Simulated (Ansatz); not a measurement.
NaC₈:
```yaml
crystal:
  lattice:
    - [4.97561, 0.00000, 0.00000]
    - [-2.48781, 4.30901, 0.00000]
    - [0.00000, 0.00000, 4.49012]
  atoms:
    - { symbol: C, position: [0.16734, 0.33469, 0.00000] }
    - { symbol: C, position: [0.16734, 0.83266, 0.00000] }
    - { symbol: C, position: [0.66667, 0.33333, 0.00000] }
    - { symbol: C, position: [0.66531, 0.83266, 0.00000] }
    - { symbol: C, position: [0.33469, 0.16734, 0.00000] }
    - { symbol: C, position: [0.33333, 0.66667, 0.00000] }
    - { symbol: C, position: [0.83266, 0.16734, 0.00000] }
    - { symbol: C, position: [0.83266, 0.66531, 0.00000] }
    - { symbol: Na, position: [0.00000, 0.00000, 0.50000] }
```

Relaxed with PBE+D3(BJ).

Problem. Decompose the optical modes at the zone centre into irreducible representations, and say which are infrared and Raman allowed.

Solution. Point group 6/mmm: Γ_opt = A1g + A2g + 2A2u + 2B1g + B1u + B2u + E1g + 3E1u + 3E2g + E2u. Infrared: A2u, E1u. Raman: A1g, E1g, E2g.

Problem. Assign frequencies (DFPT, DFT-PBE+D3(BJ) in the program Ansatz with PAW potentials).

Solution. E1u 113, A2u 280, B1g 416, E1g 446, E2u 557, A2u 577, A2g 610, E2g 615, B1g 797, E2g 1224, A1g 1251, E2g 1286, E1u 1290, B1u 1296, B2u 1317, E1u 1326 cm⁻¹.

Subscripts of B labels follow the axes of the standard setting.

Space group P6/mmm. The cell is a constructed one: a structure type filled with these elements; neither database checked (COD, Materials Project) lists it. Whether it is the stable phase at ambient conditions was not checked. Symmetry was held in the PBE+D3(BJ) relaxation; of distortions, only those at the zone centre were tested. As this level gives no gap, phonon frequencies hold no LO–TO term and depend on the k-mesh and smearing (Fermi–Dirac, 0.1 eV here).

Potentials: the later of the program's two PAW sets.
